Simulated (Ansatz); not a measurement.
C:
```xyz
10
Lattice="0.0000 4.7939 4.7939 4.7939 0.0000 4.7939 4.7939 4.7939 0.0000" Properties=species:S:1:pos:R:3 pbc="T T T"
C      0.0000     0.0000     0.0000
C      2.3969     2.3969     2.3969
C      0.8525     0.8525     0.8525
C      1.5444     1.5444     1.5444
C      0.8525     3.9413     3.9413
C      1.5444     3.2495     3.2495
C      3.9413     0.8525     3.9413
C      3.2495     1.5444     3.2495
C      3.9413     3.9413     0.8525
C      3.2495     3.2495     1.5444
```

Relaxed with r²SCAN. Special points in fractions of this cell's reciprocal vectors: Γ (0.000, 0.000, 0.000); X (0.500, 0.000, 0.500); U (0.625, 0.250, 0.625); K (0.375, 0.375, 0.750); L (0.500, 0.500, 0.500); W (0.500, 0.250, 0.750).

Problem. List the band energies nearest the valence-band maximum at these points for DFT-r²SCAN in the program Ansatz with PAW potentials.

Solution. In eV from the valence-band maximum; about four levels below and three above (degenerate sets whole), none deeper than 8.9 eV; points with the same levels are listed once.

```
k                             below                     above
-  --------------------------------  ------------------------
Γ  -1.18 -1.18 -1.18 0.00 0.00 0.00  5.26 5.26 5.60 5.60 5.60
X           -0.71 -0.71 -0.38 -0.38       5.31 5.31 6.03 6.03
U           -0.74 -0.53 -0.51 -0.34            5.14 5.34 5.91
L            -0.98 -0.64 -0.64 0.00            5.13 5.47 5.47
W           -0.62 -0.62 -0.43 -0.43       5.19 5.19 6.36 6.36
```

Space group Fd-3m. The start of the workflow was typed in or built on a structure type. Its sites differ from those of the usual phase in this space group: another stacking or structure type. The r²SCAN relaxation kept the symmetry of its start; whether a distortion lowers the energy is not shown.

Potentials: the earlier of the program's two PAW sets.
